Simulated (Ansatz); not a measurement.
Theory: DFT PBE, scalar-relativistic, plane waves, PAW (Ansatz). The final run on the 12-atom cell used 420 eV, a Γ-centred 12×12×2 mesh, 0.02 eV smearing and no spin polarisation.

The zero of energy is the elements' standard structures at the same level; no fitted shifts are applied. The references include black phosphorus.

Question: Propose a candidate for a hexagonal semiconductor made of Al, B and P, with a gap near 0.9 eV, a formation energy near −0.30 eV/atom and about 18 Å³ per atom, in a cell of 12 atoms.

Answer: Al2BP3, space group P6_3mc (No. 186). Al on its first site is surrounded by 4 P at 2.31–2.36 Å; Al on its second site is surrounded by 4 P at 2.31–2.40 Å; B is surrounded by 1 P at 1.99 Å and 3 P at 2.20 Å; P on its first site has 4 Al at 2.31–2.36 Å; 2 more sites not described.

```xyz
12
Lattice="3.6525 0.0000 0.0000 -1.8262 3.1631 0.0000 0.0000 0.0000 18.4951" Properties=species:S:1:pos:R:3 pbc="T T T"
Al    0.0000    2.1088   18.4060
Al    0.0000    2.1088   12.4522
Al    1.8262    1.0544    3.2047
Al    1.8262    1.0544    9.1585
B     0.0000    2.1088    6.2248
B     1.8262    1.0544   15.4723
P     0.0000    2.1088    2.2721
P     0.0000    2.1088    8.2183
P     0.0000    2.1088   14.8475
P     1.8262    1.0544    5.5999
P     1.8262    1.0544   11.5196
P     1.8262    1.0544   17.4658
```

The volume per atom is 17.81 Å³ and the density is 2.45 g/cm³. The formation energy is −0.304 eV/atom. The gap on the 12×12×2 mesh of the 12-atom cell is 0.92 eV.

The structure comes from a generated guess, relaxed at this level; another structure or a mixture of phases may lie lower. The answer needn't be unique; the calculation gave this one.

Kohn–Sham gaps at this level usually fall short of measured ones. The reference form of P is held partly by dispersion forces, which this level lacks. Symmetry constrained the relaxation, so the result can be a saddle point. Another cell of Al2BP3 relaxed alike, in I-4m2, lies 38 meV/atom lower, so this cell isn't the stable form at this level.
